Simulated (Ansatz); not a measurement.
## Two states of GdCu

```
CELL_PARAMETERS angstrom
3.47520 3.47520 0.00000
0.00000 3.47520 3.47520
3.47520 0.00000 3.47520
ATOMIC_POSITIONS crystal
Gd 0.25000 0.25000 0.25000
Gd 0.75000 0.75000 0.75000
Cu 0.00000 0.00000 0.00000
Cu 0.50000 0.50000 0.50000
```

The numbers come from plane-wave PAW DFT (Ansatz): r2SCAN, 500 eV, 6×6×6 Γ-centred k points, fermi-dirac occupations (width 0.0744 eV). Nothing was relaxed.

State A: Gd1 up, Gd2 up (collinear spin). State B: Gd1 up, Gd2 down (collinear spin).

**Question.** Compare the two self-consistent states.

**Answer.** State A is lower by 3.9 meV an atom at zero smearing; in free energy at this smearing B lies +5.3 meV an atom from A. So small a gap isn't resolved on this mesh where a state is a metal.

```json
{"state": "A", "free energy (meV/atom)": "0.0", "largest moment in a small sphere (μB)": "7.13", "net moment (μB/cell)": "14.76", "gap on mesh (eV)": "metal", "pressure (GPa)": "0.8", "largest force (eV/Å)": "0.00"}
{"state": "B", "free energy (meV/atom)": "5.3", "largest moment in a small sphere (μB)": "7.09", "net moment (μB/cell)": "0.00", "gap on mesh (eV)": "metal", "pressure (GPa)": "0.9", "largest force (eV/Å)": "0.00"}
```

Origin: a database entry at a rescaled volume. Caveats: f shells without a U or exact exchange are poorly placed.
